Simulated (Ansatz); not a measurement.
Relaxed MgO (rock salt):

```
MgO
1.0
    0.00000     4.25375     4.25375
    2.12687     0.00000     2.12687
    2.12687     2.12687     0.00000
O Mg
2 2
Cartesian
  0.00000   0.00000   0.00000
  2.12687   2.12687   4.25375
  2.12687   2.12687   2.12687
  2.12687   4.25375   4.25375
```

A phonon eigenvector at L = (0.5, 0.0, 0.0) is frozen into this cell: atom i moves by Q times the vector below, so Q is the largest atomic displacement, in Å. The cell is held. (q is in reciprocal vectors of the primitive cell; the cell shown is doubled to hold the pattern.)

```csv
atom,x,y,z
Mg3,0.577,-0.577,-0.577
Mg4,-0.577,0.577,0.577
```

Atoms not listed stay in place.

All values below come from PBE (plane waves to 420 eV, PAW, scalar-relativistic; Ansatz, a program for electronic structure). k mesh 13×13×13 (Γ-centred), Fermi-Dirac smearing 0.05 eV. Energies are smeared free energies. MgO was relaxed with its symmetry unable to fall. The zero of ΔE is the undisplaced structure.

| Q (Å) | ΔE (meV/cell) |
|---|---|
| -0.180 | 803 |
| -0.120 | 357 |
| -0.060 | 89 |
| 0.000 | 0 |
| 0.060 | 89 |
| 0.120 | 357 |
| 0.180 | 803 |

### Question
Which DFPT wavenumber at L = (0.5, 0.0, 0.0) belongs to this mode?
(A) 258 cm⁻¹
(B) 338 cm⁻¹
(C) 527 cm⁻¹

### Answer
C, 527 cm⁻¹. The curvature of the scan gives 527 cm⁻¹

(For displaced atoms, the force is minus the slope of the energy, and its curvature is a force constant, which sets phonon frequencies.)
